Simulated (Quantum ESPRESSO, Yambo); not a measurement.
LiIOH₂ (space group Pmma, No. 51). The geometry is that of Materials Project entry mp-1180504, symmetrised and not relaxed again. Chain: LDA (Quantum ESPRESSO, PseudoDojo norm-conserving, 84 Ry, scalar-relativistic); G0W0 in Yambo (2×2×2 Γ-centred k mesh, bands 3 to 219 and a 7 Ry block in the screening, 219 bands in G with the Bruneval-Gonze terminator, plasmon pole fitted at 27.2 eV); BSE (4×4×4 mesh, 10 valence and 14 conduction bands, static screening with 77 bands and a 3 Ry block, scissor 2.20 eV, Tamm-Dancoff).

The LDA gap (dense path) is 3.39 eV and the LDA gap (0, -0.5, 0) → Γ on the GW mesh is 3.39 eV. The LDA smallest direct gap on the GW mesh, at Γ is 3.53 eV and the G0W0 direct gap at that point comes out as 5.74 eV. The G0W0 correction to the gap (0, -0.5, 0) → Γ is 2.21 eV and the lowest exciton is no binding energy given (see below).

Rough cost of the Yambo steps against G0W0 for 4 states: BSE about 4×.

Nearest settings tried, and what they do to the gap: 168 bands in W, 168 bands in G: -16 meV; 6 Ry block (267 vectors against 349): -53 meV; 1×2×2 mesh: -88 meV. So the settings aren't converged at that level. The k mesh is coarse. The BSE states are vertical excitations (zero momentum); the indirect quasiparticle gap, about 5.60 eV, is smaller than the direct one (5.74 eV on the GW mesh). The lowest state covers only about 1 of the 64 k points, so the mesh doesn't resolve it: its energy and its distance from the direct gap are mesh artefacts. An extended exciton needs a far denser mesh. Axes are Cartesian, with cell vectors (Å) (6.43, 0.00, 0.00), (0.00, 4.40, 0.00), (0.00, 0.00, 5.62).

Without spin-orbit coupling, band edges of such heavy elements can be off by tenths of an eV.

The structure is a Materials Project entry; no match was found in the copy of COD used, and its stability was not checked.

The distance between layers or molecules is the database entry's, not relaxed here. Functionals without dispersion can leave it too large, which widens gaps and weakens the response across layers: the numbers belong to this cell.
